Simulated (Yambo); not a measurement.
# Optical response of CaHI

```
CaHI
1.0
    3.97972     0.00000     0.00000
    0.00000     3.97972     0.00000
    0.00000     0.00000     8.59086
H Ca I
2 2 2
Cartesian
  1.98986   1.98986   0.00000
  0.00000   0.00000   0.00000
  0.00000   1.98986   1.18783
  1.98986   0.00000   7.40303
  0.00000   1.98986   5.83956
  1.98986   0.00000   2.75130
```

Yambo, RPA with local fields on PBEsol bands shifted by a G0W0 scissor of 2.03 eV; 4×4×2 mesh, 214 bands, 3 Ry local-field block, 0.2 eV broadening; field along x.

| E (eV) | Im ε | Re ε | Im ε, independent particles |
|---|---|---|---|
| 0.0 | 0.00 | 3.97 | 0.00 |
| 0.4 | 0.01 | 3.98 | 0.01 |
| 0.8 | 0.01 | 4.00 | 0.02 |
| 1.1 | 0.02 | 4.03 | 0.02 |
| 1.5 | 0.03 | 4.07 | 0.03 |
| 1.9 | 0.04 | 4.13 | 0.05 |
| 2.2 | 0.05 | 4.21 | 0.06 |
| 2.6 | 0.06 | 4.31 | 0.07 |
| 3.0 | 0.07 | 4.44 | 0.09 |
| 3.4 | 0.09 | 4.59 | 0.12 |
| 3.8 | 0.12 | 4.79 | 0.15 |
| 4.1 | 0.16 | 5.05 | 0.20 |
| 4.5 | 0.22 | 5.40 | 0.27 |
| 4.9 | 0.33 | 5.89 | 0.41 |
| 5.2 | 0.61 | 6.66 | 0.76 |
| 5.6 | 1.46 | 7.61 | 1.83 |
| 6.0 | 3.46 | 7.87 | 4.31 |
| 6.4 | 4.73 | 7.84 | 6.02 |
| 6.8 | 6.19 | 5.73 | 7.75 |
| 7.1 | 6.73 | 5.38 | 8.77 |
| 7.5 | 7.52 | 3.79 | 9.41 |
| 7.9 | 7.25 | 1.41 | 8.70 |
| 8.2 | 6.55 | 0.07 | 7.68 |
| 8.6 | 4.95 | -0.10 | 5.87 |
| 9.0 | 4.11 | 0.11 | 4.93 |
| 9.4 | 3.75 | 0.01 | 4.44 |
| 9.8 | 3.43 | 0.38 | 4.13 |
| 10.1 | 3.57 | 0.43 | 4.18 |
| 10.5 | 3.42 | 0.12 | 3.95 |
| 10.9 | 3.59 | -0.06 | 3.94 |
| 11.2 | 2.82 | -0.21 | 3.30 |
| 11.6 | 2.96 | -0.02 | 3.37 |
| 12.0 | 2.99 | -0.66 | 3.11 |
| 12.4 | 2.30 | -0.71 | 2.32 |
| 12.8 | 2.01 | -0.64 | 2.02 |
| 13.1 | 1.71 | -0.48 | 1.80 |
| 13.5 | 1.59 | -0.24 | 1.75 |
| 13.9 | 1.79 | -0.07 | 1.84 |
| 14.2 | 1.71 | -0.03 | 1.77 |
| 14.6 | 1.86 | -0.37 | 1.36 |
| 15.0 | 1.42 | -0.51 | 1.00 |
| 15.4 | 1.32 | -0.34 | 0.97 |
| 15.8 | 1.32 | -0.72 | 0.61 |
| 16.1 | 0.87 | -0.69 | 0.44 |
| 16.5 | 0.63 | -0.41 | 0.40 |
| 16.9 | 0.53 | -0.20 | 0.37 |
| 17.2 | 0.50 | -0.07 | 0.38 |
| 17.6 | 0.54 | 0.04 | 0.40 |
| 18.0 | 0.53 | -0.01 | 0.33 |
| 18.4 | 0.43 | 0.05 | 0.29 |
| 18.8 | 0.35 | 0.15 | 0.27 |
| 19.1 | 0.35 | 0.23 | 0.27 |
| 19.5 | 0.30 | 0.32 | 0.27 |
| 19.9 | 0.35 | 0.38 | 0.31 |

Peak heights and small wiggles depend on the k mesh. Convergence of the RPA response with its 4×4×2 mesh was not tested. The scissor comes from a G0W0 run whose convergence isn't established. No excitonic effects at this level.

Spin-orbit coupling is included.

Geometry relaxed with PBE+D3(BJ).
